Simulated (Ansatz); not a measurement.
Sn (diamond, Fd-3m) at seven volumes, DFT-r²SCAN+D4 in the program Ansatz with PAW potentials, scaled uniformly. One row is withheld.

| V (Å³/atom) | P (GPa) |
|---|---|
| 31.869 | 5.23 |
| 32.920 | 3.18 |
| 33.971 | ? |
| 35.021 | 0.00 |
| 36.072 | -1.21 |
| 37.123 | -2.22 |
| 38.173 | -3.06 |

Fit the shown pressures and predict the withheld one.

P = (3/2)B₀(x^(7/2) − x^(5/2))[1 + (3/4)(B′ − 4)(x − 1)] with x = (V₀/V)^(2/3). Least squares on the six rows gives V₀ = 35.023 Å³/atom, B₀ = 44.0 GPa, B′ = 4.92. At V = 33.971, x = 1.0205 and P = 1.45 GPa. The run itself gave 1.45 GPa.

This is a known low-temperature phase of the composition, computed here at zero pressure and temperature. The cell was relaxed with r²SCAN+D4 under the symmetry of its start; whether a distortion lowers the energy is not shown. The pairwise dispersion correction was not fitted to metals. Scalar-relativistic: spin–orbit coupling is off unless named, which matters more the heavier the elements.

Potentials: the later of the program's two PAW sets.
